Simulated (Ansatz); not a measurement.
Input:

AlRh3N:
```cif
data_AlNRh3
_chemical_formula_sum 'Al1 Rh3 N1'
_space_group_name_H-M_alt 'P 1'
_space_group_IT_number 1
_cell_length_a 4.03515
_cell_length_b 4.03515
_cell_length_c 4.03515
_cell_angle_alpha 90.000
_cell_angle_beta 90.000
_cell_angle_gamma 90.000
loop_
_space_group_symop_operation_xyz
  'x, y, z'
loop_
_atom_site_label
_atom_site_type_symbol
_atom_site_fract_x
_atom_site_fract_y
_atom_site_fract_z
_atom_site_occupancy
Al1 Al 0.00000 0.00000 0.00000 1
Rh1 Rh 0.00000 0.50000 0.50000 1
Rh2 Rh 0.50000 0.00000 0.50000 1
Rh3 Rh 0.50000 0.50000 0.00000 1
N1 N 0.50000 0.50000 0.50000 1
```

This is the PBE-relaxed structure.

Q: All from the program Ansatz at the PBE level (PAW), unless another level is named. Predict the electronic character.

A: metallic (no gap).

Q: Give the formation energy from the elements (no fitted shifts).

A: -0.12 eV/atom.

Q: And the density of states at the Fermi level?

A: 1.1 states/eV per atom (mean over ±0.08 eV).

Space group Pm-3m (anti-perovskite). The start of the workflow was typed in or built on a structure type; neither database checked (COD, Materials Project) lists it. Its standing as an ambient phase is unchecked. The PBE relaxation kept the symmetry of its start; its stability against distortions is not shown here. The workflow began spin-polarised and lost its moments. The volume moved by 20 % from the start of the relaxation. The references are the lowest solids computed at this level, not always the standard phases (solids in place of the gases). Spin–orbit coupling is left out wherever it is not named.

Potentials: the later of the program's two PAW sets.
